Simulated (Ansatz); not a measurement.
## Cu₃Pt: do energies and stresses tell the same story?

Computed with Ansatz, DFT r2SCAN, scalar-relativistic, plane waves, PAW.

Settings: cutoff 500 eV, Γ-centred mesh 12×12×12 on the computed 4-atom cell, Gaussian smearing of 0.10 eV; no spin polarisation.

Relaxed cell: Pm-3m, a = 3.684 Å, b = 3.684 Å, c = 3.684 Å, α = 90.00°, β = 90.00°, γ = 90.00°, 4 atoms in the primitive cell. Whether it is the stable form of this composition wasn't checked.

Energies at zero smearing and pressures from the stress tensor, at volumes with shape and atoms relaxed:
```json
{"V (Å³/atom)": "10.996", "E − E(first) (meV/atom)": "0.00", "P (GPa)": "33.82"}
{"V (Å³/atom)": "11.371", "E − E(first) (meV/atom)": "-65.97", "P (GPa)": "22.91"}
{"V (Å³/atom)": "11.746", "E − E(first) (meV/atom)": "-108.62", "P (GPa)": "13.84"}
{"V (Å³/atom)": "12.121", "E − E(first) (meV/atom)": "-131.87", "P (GPa)": "6.28"}
{"V (Å³/atom)": "12.496", "E − E(first) (meV/atom)": "-138.98", "P (GPa)": "0.00"}
{"V (Å³/atom)": "12.871", "E − E(first) (meV/atom)": "-132.67", "P (GPa)": "-5.21"}
{"V (Å³/atom)": "13.246", "E − E(first) (meV/atom)": "-115.23", "P (GPa)": "-9.53"}
{"V (Å³/atom)": "13.746", "E − E(first) (meV/atom)": "-77.95", "P (GPa)": "-14.14"}
```

Q: Check P = −dE/dV between neighbouring volumes, and get the bulk modulus from the pressures alone.

A: With 1 eV/Å³ = 160.2 GPa:
| middle V (Å³/atom) | −ΔE/ΔV (GPa) | mean P (GPa) |
| --- | --- | --- |
| 11.184 | 28.194 | 28.366 |
| 11.559 | 18.230 | 18.374 |
| 11.934 | 9.936 | 10.059 |
| 12.309 | 3.038 | 3.143 |
| 12.683 | -2.698 | -2.606 |
| 13.058 | -7.453 | -7.374 |
| 13.496 | -11.950 | -11.836 |

The two differ by 0.17 GPa at most. The mean of two end pressures misses the average over a step by about ΔV² P″/12, up to 0.16 GPa here; with that taken off 0.01 GPa remains. Around V = 12.496 Å³/atom, the two neighbours give B = −V ΔP/ΔV = 12.496 × 11.50 / 0.750 = 191.6 GPa, against B0 = 190.3 GPa from the Birch–Murnaghan fit of the energies.

Spin–orbit coupling is left out, which can shift energies with elements as heavy as these.

Cost: 9 runs of about 6.9 core-minutes in all, on Arm Neoverse V1 (shared hosts).